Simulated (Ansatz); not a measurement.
Cr2CdS4:
```xyz
14
Lattice="0.0000 5.1420 5.1420 5.1420 0.0000 5.1420 5.1420 5.1420 0.0000" Properties=species:S:1:pos:R:3 pbc="T T T"
Cr     1.2855     1.2855     1.2855
Cr     1.2855     3.8565     3.8565
Cr     3.8565     3.8565     1.2855
Cr     3.8565     1.2855     3.8565
S      9.1545     9.1545     9.1545
S      3.7005     6.5835     6.5835
S      6.2715     6.2715     9.1545
S      6.5835     3.7005     6.5835
S      9.1545     6.2715     6.2715
S      3.7005     3.7005     3.7005
S      6.2715     9.1545     6.2715
S      6.5835     6.5835     3.7005
Cd     5.1420     5.1420     5.1420
Cd     7.7130     7.7130     7.7130
```
The run is spin-polarised; directions of the spins, atom by atom: ↑ ↑ ↑ ↑ 0 0 0 0 0 0 0 0 0 0.

Relaxed with r²SCAN.

Question: Map the electron localisation function on the plane through (0.125, 0.125, 0.125) spanned by u = [1, 0, 0] and v = [-1, 1, 1] in lattice vectors, from the program Ansatz at the r²SCAN level (PAW).

Answer: x is the fraction of u, y of v (the angle between them is 90°; rows are the nearest grid lines); atoms in the plane: Cr at (0.00, 0.00), Cr at (0.50, 0.00), S at (0.53, 0.77), S at (0.03, 0.23), S at (0.97, 0.77), S at (0.47, 0.23), Cd at (0.75, 0.38), Cd at (0.25, 0.62).
```
y \ x   0.000  0.0833  0.194  0.278  0.361  0.444  0.556  0.639  0.722  0.806  0.917   1.00
------  -----  ------  -----  -----  -----  -----  -----  -----  -----  -----  -----  -----
1.00    0.949   0.661  0.131  0.134  0.116  0.848  0.848  0.116  0.134  0.130  0.661  0.949
0.925   0.213   0.160  0.074  0.069  0.097  0.206  0.192  0.095  0.068  0.073  0.143  0.213
0.850   0.909   0.767  0.052  0.022  0.370  0.853  0.870  0.556  0.059  0.145  0.812  0.909
0.775   0.062   0.857  0.178  0.098  0.680  0.796  0.022  0.801  0.240  0.547  0.324  0.062
0.700   0.836   0.747  0.298  0.376  0.156  0.875  0.777  0.782  0.170  0.422  0.808  0.836
0.625   0.433   0.141  0.673  0.856  0.368  0.196  0.417  0.132  0.024  0.036  0.336  0.433
0.550   0.026   0.141  0.341  0.385  0.215  0.092  0.013  0.024  0.043  0.039  0.013  0.026
0.450   0.026   0.013  0.039  0.043  0.024  0.013  0.092  0.215  0.385  0.341  0.141  0.026
0.375   0.433   0.337  0.036  0.024  0.132  0.417  0.196  0.368  0.856  0.673  0.141  0.433
0.300   0.835   0.808  0.422  0.170  0.782  0.777  0.874  0.158  0.376  0.298  0.748  0.835
0.225   0.068   0.321  0.547  0.241  0.801  0.026  0.798  0.680  0.098  0.178  0.856  0.068
0.150   0.908   0.812  0.145  0.059  0.556  0.870  0.853  0.370  0.022  0.052  0.767  0.908
0.0750  0.213   0.144  0.073  0.068  0.095  0.192  0.206  0.097  0.069  0.074  0.160  0.213
0.000   0.949   0.661  0.131  0.134  0.116  0.848  0.848  0.116  0.134  0.130  0.661  0.949
```

The density is the valence pseudo-density with augmentation charge, so density and ELF within about 1 Å of a nucleus are not all-electron values.

Space group Fd-3m (spinel). The workflow started from an entry of the Crystallography Open Database (COD). Its standing as an ambient phase is unchecked. The cell was relaxed with r²SCAN under the symmetry of its start; its stability against distortions is not shown here. Spin order of the final state: ferromagnetic, chosen from 2 collinear starts compared on coarse meshes (ties went to the first, and starts can fall back to one state), not a proven ground state. Other orbital occupations within this spin state were not tried. No Hubbard U is applied.

Potentials: the later of the program's two PAW sets.
